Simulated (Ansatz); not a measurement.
SnGe in space group Pmma (No. 51; Ge on 2e, Ge on 2f, Sn on 2e, Sn on 2f) at seven volumes, plane-wave PAW PBEsol (Ansatz code), shape and atoms relaxed at each. One row is withheld.

```csv
V (Å³/atom),P (GPa)
26.081,5.98
26.941,3.65
27.801,?
28.660,0.00
29.520,-1.40
30.380,-2.58
31.240,-3.58
```

Question: Fit the shown pressures and predict the withheld one.

Answer: Third-order Birch–Murnaghan: P = (3/2)B₀(x^(7/2) − x^(5/2))[1 + (3/4)(B′ − 4)(x − 1)] with x = (V₀/V)^(2/3). Least squares on the six rows gives V₀ = 28.663 Å³/atom, B₀ = 50.83 GPa, B′ = 4.67. At V = 27.801, x = 1.0206 and P = 1.67 GPa. The run itself gave 1.67 GPa.

The start of the workflow was typed in or built on a structure type; neither database checked (COD, Materials Project) lists it. Whether it is the stable phase at ambient conditions was not checked. The PBEsol relaxation kept the symmetry of its start; whether a distortion lowers the energy is not shown. Spin–orbit coupling is left out wherever it is not named.

Potentials: the earlier of the program's two PAW sets. The files were generated under PBE; for other functionals the program regenerates the frozen cores, and for LDA and PBEsol the local potential too.
